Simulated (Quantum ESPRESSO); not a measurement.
# Mo4Sn4: input and log of a self-consistent run

Simulated, not a measurement. The program is pw.x of Quantum ESPRESSO 7.5 (plane-wave density functional theory). The cell is made up: eight metal atoms on a hexagonal close-packed lattice, with elements, volume, strain and displacements drawn at random and not relaxed, so it may be unstable or far from any real phase. PseudoDojo standard norm-conserving files set the functional (PBE unless stated); there is no spin polarisation or spin-orbit coupling, the Fermi-Dirac width of 0.25 eV means electrons at about 2900 K, and the masses in the input are unused placeholders. The tin pseudopotential is less sure than most, with forces differing by about three percent from a second method on plain tin. A spin test at this wide smearing found no moment, but such smearing suppresses magnetism that the real alloy may have.

Input:

```
&control calculation='scf', pseudo_dir='./dojo.nc.sr.pbe.v0_5.standard.upf', outdir='./o', disk_io='minimal', tprnfor=.true., tstress=.true. /
&system ibrav=0, nat=8, ntyp=2, nbnd=69, ecutwfc=79.96652505, nosym=.true., tot_charge=0,
 occupations='smearing', smearing='fd', degauss=0.0183746611
/
&electrons conv_thr=1.470e-08, electron_maxstep=70, mixing_beta=0.5 /
ATOMIC_SPECIES
Mo 1.0 Mo.upf
Sn 1.0 Sn.upf
CELL_PARAMETERS angstrom
0.0305 0.0323 -5.0455
-0.0164 5.4519 -0.0345
6.2137 -0.019 -0.0376
ATOMIC_POSITIONS angstrom
Mo 0.0077 -0.0479 -0.0683
Sn 3.0698 -0.012 0.008
Sn 1.4641 2.7775 -0.0257
Sn 4.6546 2.6573 -0.0721
Mo 0.0068 1.8702 -2.5448
Sn 3.1431 1.7806 -2.5872
Mo 1.5537 4.5678 -2.611
Mo 4.6495 4.5486 -2.5841
K_POINTS automatic
5 4 4 1 1 1
```

The log is shortened where brackets say so; the opening notice, blank lines, dates and the lines on written files are dropped, and the path of the files is cut. It prints rydbergs, bohrs and kilobars, and counts compression as positive stress. Its total energy is the free energy E - TS of the whole cell.

```
     Program PWSCF v.7.5
     Parallel version (MPI & OpenMP), running on       4 processor cores
     Number of MPI processes:                 4
     Threads/MPI process:                     1
     [start-up lines left out]
     bravais-lattice index     =            0
     lattice parameter (alat)  =       9.5350  a.u.
     unit-cell volume          =    1153.3507 (a.u.)^3
     number of atoms/cell      =            8
     number of atomic types    =            2
     number of electrons       =       112.00
     number of Kohn-Sham states=           69
     kinetic-energy cutoff     =      79.9665  Ry
     charge density cutoff     =     319.8661  Ry
     scf convergence threshold =      1.5E-08
     mixing beta               =       0.5000
     number of iterations used =            8  plain     mixing
     Exchange-correlation= PBE
                           (   1   4   3   4   0   0   0)
     [axes and pseudopotential details left out]
   Cartesian axes
     site n.     atom                  positions (alat units)
         1        Mo     tau(   1) = (   0.0015261  -0.0094932  -0.0135363  )
         2        Sn     tau(   2) = (   0.6083998  -0.0023783   0.0015855  )
         3        Sn     tau(   3) = (   0.2901681   0.5504692  -0.0050935  )
         4        Sn     tau(   4) = (   0.9224893   0.5266469  -0.0142894  )
         5        Mo     tau(   5) = (   0.0013477   0.3706526  -0.5043507  )
         6        Sn     tau(   6) = (   0.6229270   0.3528949  -0.5127539  )
         7        Mo     tau(   7) = (   0.3079258   0.9052865  -0.5174708  )
         8        Mo     tau(   8) = (   0.9214785   0.9014813  -0.5121395  )
     number of k points=    40  Fermi-Dirac smearing, width (Ry)=  0.0184
                       cart. coord. in units 2pi/alat
        k(    1) = (   0.1012592   0.1153669  -0.0986532), wk =   0.0500000
        k(    2) = (   0.3042755   0.1159854  -0.0974220), wk =   0.0500000
     [further k points left out]
     Dense  grid:   111453 G-vectors     FFT dimensions: (  60,  60,  72)
     Estimated max dynamical RAM per process >     321.98 MB
     Estimated total dynamical RAM >       1.18 GB
     Initial potential from superposition of free atoms
     starting charge     111.9881, renormalised to     112.0000
     Starting wfcs are   76 randomized atomic wfcs
     total cpu time spent up to now is       13.6 secs
     per-process dynamical memory:   248.8 Mb
     Self-consistent Calculation
     iteration #  1     ecut=    79.97 Ry     beta= 0.50
     Davidson diagonalization with overlap
     ethr =  1.00E-02,  avg # of iterations =  2.5
     Threshold (ethr) on eigenvalues was too large:
     Diagonalizing with lowered threshold
     Davidson diagonalization with overlap
     ethr =  5.34E-04,  avg # of iterations =  3.0
     total cpu time spent up to now is       64.8 secs
     total energy              =   -1192.20414240 Ry
     estimated scf accuracy    <       0.69316099 Ry
     iteration #  2     ecut=    79.97 Ry     beta= 0.50
     Davidson diagonalization with overlap
     ethr =  6.19E-04,  avg # of iterations =  2.3
     total cpu time spent up to now is       96.7 secs
     total energy              =   -1192.13483099 Ry
     estimated scf accuracy    <       1.08893568 Ry
     iteration #  3     ecut=    79.97 Ry     beta= 0.50
     Davidson diagonalization with overlap
     ethr =  6.19E-04,  avg # of iterations =  2.0
     total cpu time spent up to now is      125.1 secs
     total energy              =   -1192.18242924 Ry
     estimated scf accuracy    <       2.42892686 Ry
     iteration #  4     ecut=    79.97 Ry     beta= 0.50
     Davidson diagonalization with overlap
     ethr =  6.19E-04,  avg # of iterations =  2.0
     total cpu time spent up to now is      155.4 secs
     total energy              =   -1192.35015283 Ry
     estimated scf accuracy    <       0.40923682 Ry
     iteration #  5     ecut=    79.97 Ry     beta= 0.50
     Davidson diagonalization with overlap
     ethr =  3.65E-04,  avg # of iterations =  1.1
     total cpu time spent up to now is      180.3 secs
     total energy              =   -1192.38263391 Ry
     estimated scf accuracy    <       0.01019040 Ry
     [iterations 6 to 10 left out]
     iteration # 11     ecut=    79.97 Ry     beta= 0.50
     Davidson diagonalization with overlap
     ethr =  1.35E-08,  avg # of iterations =  4.5
     total cpu time spent up to now is      366.0 secs
     total energy              =   -1192.38640340 Ry
     estimated scf accuracy    <       0.00000118 Ry
     iteration # 12     ecut=    79.97 Ry     beta= 0.50
     Davidson diagonalization with overlap
     ethr =  1.05E-09,  avg # of iterations =  2.1
     total cpu time spent up to now is      394.3 secs
     total energy              =   -1192.38640357 Ry
     estimated scf accuracy    <       0.00000007 Ry
     iteration # 13     ecut=    79.97 Ry     beta= 0.50
     Davidson diagonalization with overlap
     ethr =  5.90E-11,  avg # of iterations =  4.3
     total cpu time spent up to now is      424.9 secs
     total energy              =   -1192.38640355 Ry
     estimated scf accuracy    <       0.00000018 Ry
     iteration # 14     ecut=    79.97 Ry     beta= 0.50
     Davidson diagonalization with overlap
     ethr =  5.90E-11,  avg # of iterations =  2.1
     total cpu time spent up to now is      453.8 secs
     total energy              =   -1192.38640357 Ry
     estimated scf accuracy    <       0.00000018 Ry
     iteration # 15     ecut=    79.97 Ry     beta= 0.50
     Davidson diagonalization with overlap
     ethr =  5.90E-11,  avg # of iterations =  1.1
     total cpu time spent up to now is      479.4 secs
     End of self-consistent calculation
     [lines on levels left out]
!    total energy              =   -1192.38640358 Ry
     estimated scf accuracy    <          2.0E-09 Ry
     smearing contrib. (-TS)   =      -0.12916262 Ry
     internal energy E=F+TS    =   -1192.25724096 Ry
     The total energy is F=E-TS. E is the sum of the following terms:
     one-electron contribution =    -279.20723937 Ry
     hartree contribution      =     208.40810206 Ry
     xc contribution           =    -258.36121034 Ry
     ewald contribution        =    -863.09689331 Ry
     convergence has been achieved in  15 iterations
     Forces acting on atoms (cartesian axes, Ry/au):
     atom    1 type  1   force =    -0.00713476    0.03329037   -0.00221567
     atom    2 type  2   force =     0.00437444   -0.03543053   -0.01448932
     atom    3 type  2   force =    -0.03976321   -0.00415199   -0.00527005
     atom    4 type  2   force =     0.04613290    0.01744882    0.00308131
     atom    5 type  1   force =     0.00212312   -0.02396712    0.00159919
     atom    6 type  2   force =    -0.00752064    0.01236459    0.00992060
     atom    7 type  1   force =    -0.02532288   -0.00001025    0.00493698
     atom    8 type  1   force =     0.02711103    0.00045611    0.00243696
     Total force =     0.094936     Total SCF correction =     0.000288
     Computing stress (Cartesian axis) and pressure
          total   stress  (Ry/bohr**3)                   (kbar)     P=     -118.24
  -0.00090724   0.00001942   0.00001443         -133.46        2.86        2.12
   0.00001942  -0.00083966   0.00000537            2.86     -123.52        0.79
   0.00001443   0.00000537  -0.00066436            2.12        0.79      -97.73
     init_run     :     10.30s CPU     10.64s WALL (       1 calls)
     electrons    :    458.74s CPU    465.87s WALL (       1 calls)
     forces       :      3.35s CPU      3.39s WALL (       1 calls)
     stress       :      9.99s CPU      9.99s WALL (       1 calls)
     [timing details left out]
     PWSCF        :   8m 5.31s CPU   8m12.92s WALL
     JOB DONE.
```

In other units: free energy -16223.243 eV for the cell, pressure -11.82 GPa, largest force component 1.186 eV/Å in size. The run took 495 s of wall time with four MPI processes on a shared machine (Intel Xeon, older, virtual cores), so the time is rough. A rerun of this cell at a higher cutoff and on a denser mesh moved values by no more than 0.008 eV in energy, 0.11 GPa in stress and 0.009 eV/Å in force, and a second program with other atomic files agreed on that cell to 2 % rms in force and 0.5 GPa in pressure.